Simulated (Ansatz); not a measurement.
**B$_{4}$CCl$_{6}$O: relaxation (Ansatz)**

Run with:

```bash
ansatz run input.yaml --threads 2 --pin off --max-ram 3584MiB --backend cpu --events-out ev --progress --plain --runs-dir out
```

The input file (Ansatz 0.2.0, plane waves):

```yaml
crystal:
  lattice:
    - [5.54644, 3.202241, 2.515716]
    - [-5.54644, 3.202241, 2.515716]
    - [0.0, -6.404482, 2.515716]
  atoms:
    - { symbol: B, position: [0.3011, 0.301, 0.3011] }
    - { symbol: B, position: [0.3183, 0.3183, 0.0671] }
    - { symbol: B, position: [0.0671, 0.3183, 0.3183] }
    - { symbol: B, position: [0.3183, 0.0671, 0.3183] }
    - { symbol: C, position: [0.5047, 0.5046, 0.5047] }
    - { symbol: O, position: [0.6484, 0.6483, 0.6484] }
    - { symbol: Cl, position: [0.11823, 0.11824, 0.79823] }
    - { symbol: Cl, position: [0.79823, 0.11823, 0.11824] }
    - { symbol: Cl, position: [0.11824, 0.79823, 0.11823] }
    - { symbol: Cl, position: [0.5373, 0.5373, 0.0806] }
    - { symbol: Cl, position: [0.0806, 0.5373, 0.5373] }
    - { symbol: Cl, position: [0.5373, 0.0806, 0.5373] }
  symmetry: { tolerance: 0.0003 }
kpoints:
  mp_grid: { grid: [5, 5, 5], shift: [0, 0, 0] }
magnetization:
  spin_polarized: false
scf:
  occupations: { method: fermi_dirac }
  lower_state_search: "off"
hamiltonian:
  pseudopotentials: { kind: paw }
  xc: pbe
basis:
  ecutwfc: 420
  fft_grid_basis: typed
relax:
  max_steps: 60
  cell: { p_target: 5.0 }
output:
  forces: true
  stress: true
  eigenvalues: true
  populations: true
  elf: true
  write_potential: true
  volumetric_format: npy
  dos:
    e_range: [-12, 8]
    de: 0.05
    projected: { site_lists: { B: [B], C: [C], Cl: [Cl], O: [O] } }
  write_density: true
  bader: false
checkpoint:
  read: saved_state
```

Origin of the cell: a database entry, scaled a little.

The smearing width isn't typed, so it takes its default of 0.1 eV.

The saved state is a converged single point of the same cell.

Steps («new basis» is an SCF on plane waves selected anew at the same cell):

| step | ΔH (meV/atom) | max force component (eV/Å) | P (GPa) | volume (Å³) | SCF iterations | step was |
| --- | --- | --- | --- | --- | --- | --- |
| 1 | 0.0 | 7.550 | 3.69 | 268.09 | 5 | accepted |
| 2 | -78.9 | 1.093 | 4.14 | 231.22 | 7 | accepted |
| 3 | -88.1 | 0.195 | 6.09 | 209.70 | 7 | accepted |
| 4 | -89.9 | 0.135 | 5.06 | 217.04 | 7 | accepted |
| 5 | -90.1 | 0.059 | 5.01 | 216.31 | 5 | accepted |
| 6 | -90.1 | 0.128 | 5.04 | 215.99 | 6 | rejected |
| 7 | -90.1 | 0.015 | 5.00 | 216.12 | 8 | accepted |
| 8 | -90.1 | 0.003 | 5.00 | 216.07 | 6 | accepted |
| 9 | -88.9 | 0.005 | 4.88 | 216.07 | 6 | new basis |
| 10 | -89.0 | 0.004 | 5.00 | 215.29 | 6 | accepted |
| 11 | -88.9 | 0.004 | 5.00 | 215.29 | 6 | new basis |

Step 1, with forces in eV/Å:

```xyz
12
Lattice="5.546 3.202 2.516 -5.546 3.202 2.516 0.000 -6.404 2.516" Properties=species:S:1:pos:R:3:forces:R:3 pbc="T T T" step=1
B     0.000    0.000    2.272    0.000    0.000    0.858
B     0.000    1.609    1.770    0.000   -0.126   -0.160
B    -1.393   -0.804    1.770    0.109    0.063   -0.160
B     1.393   -0.804    1.770   -0.109    0.063   -0.160
C     0.000    0.000    3.809    0.000    0.000   -7.550
O     0.000    0.000    4.893    0.000    0.000    7.044
Cl    0.000   -4.355    2.603    0.000    0.038   -0.415
Cl    3.772    2.178    2.603   -0.033   -0.019   -0.415
Cl   -3.772    2.178    2.603    0.033   -0.019   -0.415
Cl    0.000    2.925    2.906    0.000    0.445    0.457
Cl   -2.533   -1.462    2.906   -0.386   -0.223    0.457
Cl    2.533   -1.462    2.906    0.386   -0.223    0.457
```

Step 2, with forces in eV/Å:

```xyz
12
Lattice="5.270 3.042 2.404 -5.270 3.042 2.404 0.000 -6.085 2.404" Properties=species:S:1:pos:R:3:forces:R:3 pbc="T T T" step=2
B     0.000    0.000    2.181    0.000    0.000    0.684
B     0.000    1.599    1.673    0.000   -0.006   -0.079
B    -1.385   -0.800    1.673    0.005    0.003   -0.079
B     1.385   -0.800    1.673   -0.005    0.003   -0.079
C     0.000    0.000    3.695    0.000    0.000   -1.093
O     0.000    0.000    4.825    0.000    0.000    0.563
Cl    0.000   -4.073    2.386    0.000    0.131   -0.178
Cl    3.528    2.037    2.386   -0.113   -0.065   -0.178
Cl   -3.528    2.037    2.386    0.113   -0.065   -0.178
Cl    0.000    2.906    2.824    0.000    0.267    0.206
Cl   -2.517   -1.453    2.824   -0.231   -0.134    0.206
Cl    2.517   -1.453    2.824    0.231   -0.134    0.206
```

Step 3, with forces in eV/Å:

```xyz
12
Lattice="5.072 2.928 2.353 -5.072 2.928 2.353 0.000 -5.857 2.353" Properties=species:S:1:pos:R:3:forces:R:3 pbc="T T T" step=3
B     0.000    0.000    2.115    0.000    0.000    0.194
B     0.000    1.609    1.628    0.000   -0.048    0.013
B    -1.393   -0.804    1.628    0.042    0.024    0.013
B     1.393   -0.804    1.628   -0.042    0.024    0.013
C     0.000    0.000    3.608    0.000    0.000   -0.030
O     0.000    0.000    4.744    0.000    0.000   -0.195
Cl    0.000   -3.795    2.302    0.000   -0.041   -0.080
Cl    3.286    1.897    2.302    0.035    0.020   -0.080
Cl   -3.286    1.897    2.302   -0.035    0.020   -0.080
Cl    0.000    2.889    2.811    0.000    0.056    0.078
Cl   -2.502   -1.444    2.811   -0.048   -0.028    0.078
Cl    2.502   -1.444    2.811    0.048   -0.028    0.078
```

Step 4, with forces in eV/Å:

```xyz
12
Lattice="5.155 2.976 2.358 -5.155 2.976 2.358 0.000 -5.952 2.358" Properties=species:S:1:pos:R:3:forces:R:3 pbc="T T T" step=4
B     0.000    0.000    2.126    0.000    0.000    0.051
B     0.000    1.613    1.635    0.000   -0.025   -0.010
B    -1.397   -0.806    1.635    0.022    0.013   -0.010
B     1.397   -0.806    1.635   -0.022    0.013   -0.010
C     0.000    0.000    3.614    0.000    0.000   -0.135
O     0.000    0.000    4.748    0.000    0.000    0.101
Cl    0.000   -3.898    2.308    0.000    0.016   -0.045
Cl    3.376    1.949    2.308   -0.014   -0.008   -0.045
Cl   -3.376    1.949    2.308    0.014   -0.008   -0.045
Cl    0.000    2.904    2.811    0.000    0.049    0.049
Cl   -2.515   -1.452    2.811   -0.042   -0.024    0.049
Cl    2.515   -1.452    2.811    0.042   -0.024    0.049
```

Step 5, with forces in eV/Å:

```xyz
12
Lattice="5.153 2.975 2.352 -5.153 2.975 2.352 0.000 -5.950 2.352" Properties=species:S:1:pos:R:3:forces:R:3 pbc="T T T" step=5
B     0.000    0.000    2.119    0.000    0.000   -0.011
B     0.000    1.615    1.630    0.000   -0.014   -0.001
B    -1.399   -0.808    1.630    0.012    0.007   -0.001
B     1.399   -0.808    1.630   -0.012    0.007   -0.001
C     0.000    0.000    3.605    0.000    0.000   -0.058
O     0.000    0.000    4.739    0.000    0.000    0.059
Cl    0.000   -3.888    2.296    0.000    0.002   -0.007
Cl    3.368    1.944    2.296   -0.002   -0.001   -0.007
Cl   -3.368    1.944    2.296    0.002   -0.001   -0.007
Cl    0.000    2.905    2.810    0.000    0.008    0.010
Cl   -2.516   -1.452    2.810   -0.007   -0.004    0.010
Cl    2.516   -1.452    2.810    0.007   -0.004    0.010
```

Step 9, with forces in eV/Å:

```xyz
12
Lattice="5.159 2.978 2.344 -5.159 2.978 2.344 0.000 -5.957 2.344" Properties=species:S:1:pos:R:3:forces:R:3 pbc="T T T" step=9
B     0.000    0.000    2.108    0.000    0.000    0.005
B     0.000    1.616    1.623    0.000    0.000   -0.003
B    -1.400   -0.808    1.623    0.000    0.000   -0.003
B     1.400   -0.808    1.623    0.000    0.000   -0.003
C     0.000    0.000    3.594    0.000    0.000   -0.005
O     0.000    0.000    4.729    0.000    0.000    0.003
Cl    0.000   -3.888    2.283    0.000    0.000    0.002
Cl    3.367    1.944    2.283    0.000    0.000    0.002
Cl   -3.367    1.944    2.283    0.000    0.000    0.002
Cl    0.000    2.904    2.807    0.000    0.000    0.000
Cl   -2.515   -1.452    2.807    0.000    0.000    0.000
Cl    2.515   -1.452    2.807    0.000    0.000    0.000
```

Step 11, with forces in eV/Å:

```xyz
12
Lattice="5.153 2.975 2.340 -5.153 2.975 2.340 0.000 -5.950 2.340" Properties=species:S:1:pos:R:3:forces:R:3 pbc="T T T" step=11
B     0.000    0.000    2.104    0.000    0.000    0.000
B     0.000    1.616    1.620    0.000    0.001   -0.001
B    -1.399   -0.808    1.620   -0.001   -0.001   -0.001
B     1.399   -0.808    1.620    0.001   -0.001   -0.001
C     0.000    0.000    3.590    0.000    0.000   -0.004
O     0.000    0.000    4.725    0.000    0.000    0.004
Cl    0.000   -3.881    2.277    0.000    0.001    0.000
Cl    3.361    1.941    2.277   -0.001    0.000    0.000
Cl   -3.361    1.941    2.277    0.001    0.000    0.000
Cl    0.000    2.902    2.804    0.000   -0.001    0.000
Cl   -2.513   -1.451    2.804    0.001    0.000    0.000
Cl    2.513   -1.451    2.804   -0.001    0.000    0.000
```

```
Enthalpy lowered by     : 88.9 meV/atom
Volume change           : -19.70 %
Final pressure          : 5.00 GPa
Relaxation steps listed : 11
Gap on the mesh         : 3.88 eV
```

Caveats: the database entry stands far from equilibrium and may be faulty; the relaxation held the start's symmetry, so the end may be a saddle point.

Time: 95 s on 2 threads of Intel(R) Xeon(R) CPU @ 2.60GHz (Ice Lake) (shared host), peak memory 0.66 GiB, from a saved density.
